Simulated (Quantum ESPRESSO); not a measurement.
## Ga3ZnP4 (a curve over strain)

A calculation, not a measurement. The program is pw.x of Quantum ESPRESSO 7.5 (plane-wave density functional theory). The cell is made up: 8 atoms on a zincblende/diamond lattice, with randomly drawn elements, strain and displacements, not relaxed. PseudoDojo standard norm-conserving files (v0.5 for PBE, v0.4.1 for LDA and PBEsol) set the functional; there is no spin polarisation, spin-orbit coupling or dispersion term, and the masses in the input are unused placeholders. A spin-polarised start on this cell or one of its family kept no moment.

Seven runs add a strain to one cell (along z); the atoms follow the cell and are not relaxed. Stress in the table is positive in tension.

Input of the run at -0.0021:

```
&control calculation='scf', pseudo_dir='./dojo.nc.sr.pbe.v0_5.standard.upf', outdir='./o', disk_io='low', tprnfor=.true., tstress=.true. /
&system ibrav=0, nat=8, ntyp=3, nbnd=50, ecutwfc=84.00895049, nosym=.true., tot_charge=0,
 occupations='smearing', smearing='fd', degauss=0.0073498644
/
&electrons conv_thr=7.350e-09, electron_maxstep=60, /
ATOMIC_SPECIES
Ga 1.0 Ga.upf
P 1.0 P.upf
Zn 1.0 Zn.upf
CELL_PARAMETERS angstrom
5.3272 -0.0485 -0.0432
-0.0485 5.2979 0.0066
-0.0433 0.0066 5.4096
ATOMIC_POSITIONS angstrom
Ga 0.0379 -0.0145 0.0111
Ga -0.0543 2.6293 2.8091
Ga 2.705 0.0105 2.7048
Zn 2.6685 2.7022 -0.0215
P 1.2748 1.2867 1.2597
P 1.2553 4.0607 4.1588
P 3.9697 1.2821 4.0303
P 3.9675 3.9539 1.2977
K_POINTS automatic
6 6 6 1 1 1
```

| added strain | free energy less that of the input shown (eV) | stress xx (GPa) | stress yy (GPa) | stress zz (GPa) | stress xy (GPa) | pressure (GPa) | iterations |
| --- | --- | --- | --- | --- | --- | --- | --- |
| -0.0221 | 0.1650 | -10.89 | -11.14 | -9.98 | -3.57 | 10.67 | 10 |
| -0.0135 | 0.0877 | -9.98 | -10.24 | -8.82 | -3.46 | 9.68 | 10 |
| -0.0106 | 0.0641 | -9.69 | -9.94 | -8.43 | -3.42 | 9.35 | 10 |
| -0.0071 | 0.0365 | -9.33 | -9.59 | -7.97 | -3.38 | 8.96 | 10 |
| -0.0021 | 0.0000 | -8.84 | -9.10 | -7.32 | -3.31 | 8.42 | 10 |
| +0.0140 | -0.0970 | -7.34 | -7.60 | -5.29 | -3.11 | 6.74 | 10 |
| +0.0171 | -0.1120 | -7.06 | -7.32 | -4.90 | -3.07 | 6.43 | 11 |

A cubic fit gives a slope of stress zz against the added strain of 128 GPa at zero added strain, with the atoms clamped. Across the table the free energy follows the integral of the stress to within 0.2 meV. A rerun of one of the cells at 1437 eV and a 8 x 8 x 8 mesh moved values by no more than 0.009 eV in energy, 0.07 GPa in stress and 0.008 eV/Å in force.